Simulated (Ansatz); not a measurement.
Given:

PtW:
```cif
data_PtW
_chemical_formula_sum 'Pt1 W1'
_space_group_name_H-M_alt 'P4/mmm'
_space_group_IT_number 123
_space_group_name_Hall '-P 4 2'
_cell_length_a 2.71382
_cell_length_b 2.71382
_cell_length_c 4.09992
_cell_angle_alpha 90.000
_cell_angle_beta 90.000
_cell_angle_gamma 90.000
loop_
_atom_site_label
_atom_site_type_symbol
_atom_site_symmetry_multiplicity
_atom_site_Wyckoff_symbol
_atom_site_fract_x
_atom_site_fract_y
_atom_site_fract_z
_atom_site_occupancy
Pt1 Pt 1 a 0.00000 0.00000 0.00000 1
W1 W 1 d 0.50000 0.50000 0.50000 1
```

This is the PBEsol-relaxed structure.

### Question
All from the program Ansatz at the PBEsol level (PAW), unless another level is named. Predict the density of states at the Fermi level.

### Answer
0.72 states/eV per atom (mean over ±0.08 eV).

### Question
Next, the formation energy from the elements (no fitted shifts)?

### Answer
-0.20 eV/atom.

The start of the workflow was typed in or built on a structure type; neither database checked (COD, Materials Project) lists it. Whether it is the stable phase at ambient conditions was not checked. The PBEsol relaxation kept the symmetry of its start; its stability against distortions is not shown here. The run is not spin-polarised. The references are the lowest solids computed at this level, not always the standard phases. Spin–orbit coupling is left out wherever it is not named.

Potentials: the earlier of the program's two PAW sets. The files were generated under PBE; for other functionals the program regenerates the frozen cores, and for LDA and PBEsol the local potential too.
